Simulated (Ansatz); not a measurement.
Data sheet: Al$_{2}$Au (DFT)

Al₂Au:
```
Al2Au
1.0
    0.00000     3.03047     3.03047
    3.03047     0.00000     3.03047
    3.03047     3.03047     0.00000
Al Au
2 1
Direct
  0.25000   0.25000   0.25000
  0.75000   0.75000   0.75000
  0.00000   0.00000   0.00000
```

Space group Fm-3m (No. 225), fluorite or antifluorite type; conventional cell a = 6.061 Å, b = 6.061 Å, c = 6.061 Å, α = 90.00°, β = 90.00°, γ = 90.00°.

Method: the program Ansatz at the PBE level (PAW). Geometry: relaxed at this level of theory. Other levels are named where they apply.

Cell and energy:

```
Item                                                           Value
-----------------------------------------------------  -------------
Volume per atom                                             18.55 Å³
Density                                                   7.49 g/cm³
Formation energy from the elements (no fitted shifts)  -0.43 eV/atom
```

Electronic structure:

```
Item                                                                         Value
------------------------------------  --------------------------------------------
Electronic character                                             metallic (no gap)
Density of states at the Fermi level  0.31 states/eV per atom (mean over ±0.08 eV)
```

The cell was relaxed with PBE under the symmetry of its start. The references are the lowest solids computed at this level, not always the standard phases. Spin–orbit coupling is left out wherever it is not named.

Potentials: the later of the program's two PAW sets.
